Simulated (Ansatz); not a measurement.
# K: a two-dimensional sheet

The cell was found from a structure generator's guess, not taken from experiment.

All numbers below come from DFT PBE, scalar-relativistic, plane waves, PAW (Ansatz 0.2.0). Cutoff 420 eV; k points 12×12×1 on the computed 2-atom cell (Γ-centred); Gaussian smearing, width 0.10 eV; no spin polarisation.

This is a two-dimensional sheet: the third axis spans vacuum and isn't periodic.

```xyz
2
Lattice="4.4289 0.0000 0.0000 0.0000 4.4289 0.0000 0.0000 0.0000 31.1335" Properties=species:S:1:pos:R:3 pbc="T T F"
K     2.2144    0.0000    6.2291
K     0.0000    2.2144    9.7709
```

Energies count from the standard state of K at the same level.

For K, the layer group is p4/nmm (No. 64), the in-plane cell is a = 4.429 Å, b = 4.429 Å, γ = 90.0° and the area per atom is 9.81 Å². The thickness between the outermost nuclei is 3.54 Å, the energy over the standard state is +0.14 eV/atom and the band gap over mesh and path is none (metal or semimetal). The density of states at the Fermi level is 1.8 states/eV per cell. The löwdin character within 0.5 eV of the Fermi level is K 4s 86 %, unprojected 14 % and the bader charges (e) is K1 0.00, K2 0.00.

Levels along Γ–X–M–Γ, in eV from the Fermi level, sorted by energy at each point. Points in fractions of the primitive reciprocal vectors: Γ (0.000 0.000 0.000), X (0.000 0.500 0.000), M (0.500 0.500 0.000).
```tsv
point	k (1/Å, with 2π)	band 9	band 10	band 11	band 12
Γ	0.000	-1.86	-0.73	0.68	1.55
-	0.101	-1.82	-0.69	0.71	1.59
-	0.203	-1.69	-0.56	0.80	1.70
-	0.304	-1.47	-0.34	0.95	1.84
-	0.405	-1.17	-0.06	1.15	1.69
-	0.507	-0.80	0.30	1.19	1.40
-	0.608	-0.36	0.64	0.73	1.56
X	0.709	0.12	0.12	1.18	1.18
-	0.811	0.16	0.16	1.21	1.21
-	0.912	0.27	0.27	1.32	1.32
-	1.013	0.44	0.44	1.49	1.49
-	1.115	0.66	0.66	1.72	1.72
-	1.216	0.92	0.92	1.94	1.94
-	1.317	1.17	1.17	1.96	1.96
M	1.419	1.31	1.31	1.86	1.86
-	1.562	0.85	1.33	1.89	2.13
-	1.705	0.15	1.12	1.99	1.99
-	1.849	-0.52	0.56	1.60	2.14
-	1.992	-1.08	0.03	1.21	2.10
-	2.135	-1.51	-0.39	0.92	1.83
-	2.279	-1.77	-0.64	0.74	1.62
Γ	2.422	-1.86	-0.73	0.68	1.55
```

The last run used a 12×12×1 mesh for its 2-atom cell and Gaussian smearing of 0.10 eV.
